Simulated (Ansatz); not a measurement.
**Question.** Name crystals whose computed values (plane-wave PAW PBEsol (Ansatz code)) fall in these windows: highest Γ mode, no LO–TO term (cm⁻¹) 220 to 270; B₀ by P(V) fit (GPa) 91 to 110.

**Answer.** 

```csv
crystal,"highest Γ mode, no LO–TO term (cm⁻¹)",B₀ by P(V) fit (GPa)
"MgPd, CsCl type",247,104
"ScGe, Cmcm (Sc on 4c, Ge on 4c)",269,98.2
"NiBi, NiAs type",220,107
"Ga2Cu, P4/mmm (Ga on 2h, Cu on 1a)",242,93.9
```
Others may fit too.

Standing as an ambient phase not checked: MgPd, CsCl type; ScGe, Cmcm (Sc on 4c, Ge on 4c); NiBi, NiAs type; Ga2Cu, P4/mmm (Ga on 2h, Cu on 1a). Unstable at this level: MgPd, CsCl type. All cells were relaxed under the symmetry of their starts (and spin orders); stability against distortions was not tested throughout. Rows with no word on spin ran without spin polarisation. Scalar-relativistic: spin–orbit coupling is off unless named, which matters more the heavier the elements.

Potentials: the later of the program's two PAW sets.
